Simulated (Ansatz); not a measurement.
TiSi$_{2}$ in space group P6/mmm (No. 191; Ti on 1a, Si on 2d), PBE in the plane-wave PAW code Ansatz, all energies at zero smearing, with the estimated change up to a 700 eV cutoff added, with one set of potentials and settings (totals compare only within such a set). Cell of 3 atoms (1 Ti, 2 Si): -3772.047 eV.

| element | reference phase | E (eV/atom) |
|---|---|---|
| Ti | P6/mmm, 3 atoms in the cell | -2499.6739 |
| Si | Fd-3m, 2 atoms in the cell | -635.8096 |

Formation energy per atom, worked out: (-3772.047 − 1×(-2499.6739) − 2×(-635.8096))/3 = -0.251 eV/atom (-24 kJ per mol of atoms), at 0 K, without zero-point energy or fitted corrections.

A made-up cell: these elements were put on the sites of a structure type; neither database checked (COD, Materials Project) lists it. It is not the phase usual at ambient conditions (space group No. 63, 70). The cell was relaxed with PBE under the symmetry of its start; whether a distortion lowers the energy is not shown. The run is not spin-polarised. The references are the lowest solids computed at this level, not always the standard phases.

Potentials: the later of the program's two PAW sets.
